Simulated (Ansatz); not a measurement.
Cs:
```cif
data_Cs4
_chemical_formula_sum 'Cs4'
_space_group_name_H-M_alt 'P 1'
_space_group_IT_number 1
_cell_length_a 5.13266
_cell_length_b 5.13266
_cell_length_c 16.86311
_cell_angle_alpha 90.000
_cell_angle_beta 90.000
_cell_angle_gamma 120.000
loop_
_space_group_symop_operation_xyz
  'x, y, z'
loop_
_atom_site_label
_atom_site_type_symbol
_atom_site_fract_x
_atom_site_fract_y
_atom_site_fract_z
_atom_site_occupancy
Cs1 Cs 0.00000 0.00000 0.00000 1
Cs2 Cs 0.00000 0.00000 0.50000 1
Cs3 Cs 0.33333 0.66667 0.25000 1
Cs4 Cs 0.66667 0.33333 0.75000 1
```

Relaxed with LDA.

Q: Which orbitals make up the states near the Fermi level in DFT-LDA in the program Ansatz with PAW potentials?

A: Within 0.5 eV of the Fermi level: Cs 6s 84 %, outside the projected shells 14 %. Projections are on Löwdin-orthogonalised atomic valence shells; empty p or d shells of many metals are not among them.

Q: Tabulate the density of states.

A: States/eV per cell of 4 atoms, in 0.25 eV bins, energy from the Fermi level.

| E (eV) | total | Cs 6s | Cs 5p | Cs 5s |
|---|---|---|---|---|
| -7.85 | 0.00 | 0.00 | 0.00 | 0.00 |
| -7.60 | 0.00 | 0.00 | 0.00 | 0.00 |
| -7.35 | 0.00 | 0.00 | 0.00 | 0.00 |
| -7.10 | 0.00 | 0.00 | 0.00 | 0.00 |
| -6.85 | 0.00 | 0.00 | 0.00 | 0.00 |
| -6.60 | 0.00 | 0.00 | 0.00 | 0.00 |
| -6.35 | 0.00 | 0.00 | 0.00 | 0.00 |
| -6.10 | 0.00 | 0.00 | 0.00 | 0.00 |
| -5.85 | 0.00 | 0.00 | 0.00 | 0.00 |
| -5.60 | 0.00 | 0.00 | 0.00 | 0.00 |
| -5.35 | 0.00 | 0.00 | 0.00 | 0.00 |
| -5.10 | 0.00 | 0.00 | 0.00 | 0.00 |
| -4.85 | 0.00 | 0.00 | 0.00 | 0.00 |
| -4.60 | 0.00 | 0.00 | 0.00 | 0.00 |
| -4.35 | 0.00 | 0.00 | 0.00 | 0.00 |
| -4.10 | 0.00 | 0.00 | 0.00 | 0.00 |
| -3.85 | 0.00 | 0.00 | 0.00 | 0.00 |
| -3.60 | 0.00 | 0.00 | 0.00 | 0.00 |
| -3.35 | 0.00 | 0.00 | 0.00 | 0.00 |
| -3.10 | 0.00 | 0.00 | 0.00 | 0.00 |
| -2.85 | 0.00 | 0.00 | 0.00 | 0.00 |
| -2.60 | 0.00 | 0.00 | 0.00 | 0.00 |
| -2.35 | 0.00 | 0.00 | 0.00 | 0.00 |
| -2.10 | 0.00 | 0.00 | 0.00 | 0.00 |
| -1.85 | 0.16 | 0.15 | 0.00 | 0.01 |
| -1.60 | 0.75 | 0.72 | 0.01 | 0.02 |
| -1.35 | 1.17 | 1.11 | 0.03 | 0.02 |
| -1.10 | 1.57 | 1.48 | 0.05 | 0.02 |
| -0.85 | 2.00 | 1.90 | 0.07 | 0.01 |
| -0.60 | 2.54 | 2.39 | 0.09 | 0.01 |
| -0.35 | 3.33 | 3.09 | 0.10 | 0.00 |
| -0.10 | 4.97 | 4.48 | 0.10 | 0.00 |
| 0.15 | 5.50 | 4.62 | 0.08 | 0.02 |
| 0.40 | 5.64 | 4.06 | 0.05 | 0.03 |
| 0.65 | 4.36 | 1.90 | 0.02 | 0.02 |
| 0.90 | 10.42 | 0.68 | 0.01 | 0.01 |
| 1.15 | 12.85 | 0.32 | 0.01 | 0.00 |

Space group P6_3/mmc (dhcp (α-La type)). The first step of the workflow began from a Materials Project structure, measured or hypothetical; the Crystallography Open Database copy checked does not list it. It is not the phase usual at ambient conditions (space group No. 229). Symmetry was held in the LDA relaxation; whether a distortion lowers the energy is not shown. Scalar-relativistic: spin–orbit coupling is off unless named, which matters more the heavier the elements.

Potentials: the later of the program's two PAW sets.
